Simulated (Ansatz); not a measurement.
**From the elastic tensor of Ti3Ag at 6 GPa (stress–strain coefficients) to moduli and sound speeds**

The calculation used DFT LDA, scalar-relativistic, plane waves, PAW (Ansatz). Plane waves to 420 eV; Γ-centred k mesh 10×10×10; Fermi-Dirac smearing of 0.15 eV. No spin polarisation.

It takes space group Pm-3m (No. 221, cubic). The conventional cell has a = 3.940 Å, b = 3.940 Å, c = 3.940 Å, α = 90.00°, β = 90.00°, γ = 90.00°. Ti (site symmetry 4/mmm) has 8 Ti at 2.79 Å and 4 Ag at 2.79 Å as nearest neighbours. Ag (site symmetry m-3m) is surrounded by 12 Ti at 2.79 Å.

In a metal, frequencies and elastic constants depend on the k mesh and the smearing, soft modes and shear constants most. Other phases may be more stable at this pressure.

Relaxed-ion constants (GPa, on the Cartesian axes of the calculation):
C11 = 186.8, C12 = 145.1, C13 = 145.1, C22 = 186.8, C23 = 145.1, C33 = 186.8, C44 = 48.7, C55 = 48.7, C66 = 48.7 GPa; the others vanish.

Density 6.830 g/cm³; 4 atoms in 61.14 Å³.

The values that follow are for a polycrystal of randomly turned grains, by Hill's mean where one number stands.

| Quantity | Value |
| --- | --- |
| Bulk modulus, Voigt / Reuss / Hill | 159.0 / 159.0 / 159.0 GPa |
| Shear modulus, Voigt / Reuss / Hill | 37.6 / 31.7 / 34.6 GPa |
| Young's modulus | 97 GPa |
| Poisson ratio | 0.398 |
| Pugh ratio B/G | 4.59 |
| Universal anisotropy index | 0.92 |
| Longitudinal and transverse sound speeds | 5481 and 2252 m/s |
| Debye temperature from the mean sound speed | 306 K |

Cost: 1 run of about 1.3 core-minutes, on Arm Neoverse V2 (shared hosts).